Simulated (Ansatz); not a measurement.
Given:

BN (rock salt, Fm-3m), a = 3.483 Å, b = 3.483 Å, c = 3.483 Å, α = 90.00°, β = 90.00°, γ = 90.00°; the cell used has 2 atoms.

This is the PBEsol-relaxed structure.

Q: All from DFT-PBEsol in the program Ansatz with PAW potentials, unless another level is named. Predict the bulk modulus (Birch–Murnaghan fit).

A: 398 GPa.

Q: What about the elastic constants (relaxed ions, GPa)?

A: C11 = 572, C12 = 312, C44 = 635.

A made-up cell: these elements were put on the sites of a structure type; neither database checked (COD, Materials Project) lists it. It is not the phase usual at ambient conditions (space group No. 186, 194, 216). The cell was relaxed with PBEsol under the symmetry of its start. At this level the phase is dynamically unstable (imaginary phonons).

Potentials: the later of the program's two PAW sets.
